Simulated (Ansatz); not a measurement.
Al3GaIr: rattling a relaxed structure

It was reached by relaxing an invented guess, and it needn't be the stable form of this composition.

Method: DFT PBE, scalar-relativistic, plane waves, PAW in Ansatz 0.2.0. Settings: cutoff 420 eV, Γ-centred mesh 12×12×8 on the computed 5-atom cell, Gaussian smearing of 0.10 eV; no spin polarisation.

The cell below (5 atoms, space group P3m1 (No. 156)) is relaxed within its symmetry.

```cif
data_structure
_symmetry_space_group_name_H-M 'P 1'
_symmetry_Int_Tables_number 1
_cell_length_a 4.3287
_cell_length_b 4.3287
_cell_length_c 5.1460
_cell_angle_alpha 90.000
_cell_angle_beta 90.000
_cell_angle_gamma 120.000
_cell_volume 83.50
loop_
_atom_site_label
_atom_site_type_symbol
_atom_site_fract_x
_atom_site_fract_y
_atom_site_fract_z
_atom_site_occupancy
Al1 Al 0.00000 0.00000 0.90446 1
Al2 Al 0.33333 0.66667 0.38644 1
Al3 Al 0.66667 0.33333 0.65910 1
Ga1 Ga 0.66667 0.33333 0.17137 1
Ir1 Ir 0.33333 0.66667 0.87863 1
```

For the test a repeat of it with 10 atoms (edges 4.33, 4.33, 10.29 Å) was strained at random (σ = 1.5 % a component), the atoms were moved at random (σ = 0.10 Å), and all was relaxed again on a coarse 6×6×2 mesh (in the run’s order of axes) with 0.20 eV smearing, with no symmetry imposed.

Spin–orbit coupling, which can matter for Ir, is left out.

**Question.** Is the structure stable against such a distortion?

**Answer.** It doesn't return. The energy falls by 61 meV/atom on that mesh, the volume changes by 1.3 %, and the end has space group Cm (No. 8) at a loose tolerance. Relaxed again on a 10×10×8 mesh with 0.10 eV smearing, the new structure lies 62 meV/atom below the first (mesh in the axes of the run's cell; the cell below is made exact in the group named). Space group Cm (No. 8), monoclinic, a = 8.100 Å, b = 4.082 Å, c = 5.146 Å, β = 96.0°. Al on its first site is surrounded by 3 Ir at 2.51–2.59 Å, 1 Ga at 2.60 Å, 2 Al at 2.74 Å, 2 Ga at 3.03 Å and 3 Al at 3.06–3.14 Å; Al on its second site has 1 Ir at 2.55 Å, 3 Ga at 2.65–2.76 Å, 1 Ir at 2.75 Å and 5 Al at 2.91–3.14 Å; Ga has 6 Al at 2.50–2.76 Å, 2 Ir at 2.69 Å and 2 Al at 3.03 Å; around Ir lie 6 Al at 2.51–2.59 Å, 2 Ga at 2.69 Å, 1 Al at 2.75 Å and 1 Al at 3.01 Å; 1 more site not described.

Space group Cm (No. 8). a = 8.100 Å, b = 4.082 Å, c = 5.146 Å, α = 90.00°, β = 96.04°, γ = 90.00°
| atom | site | symmetry | x | y | z |
| --- | --- | --- | --- | --- | --- |
| Al | 2a | m | 0.0160 | 0.0000 | 0.9216 |
| Al | 2a | m | 0.1270 | 0.5000 | 0.3694 |
| Al | 2a | m | 0.3416 | 0.0000 | 0.6673 |
| Ga | 2a | m | 0.3096 | 0.0000 | 0.1793 |
| Ir | 2a | m | 0.2049 | 0.5000 | 0.8624 |
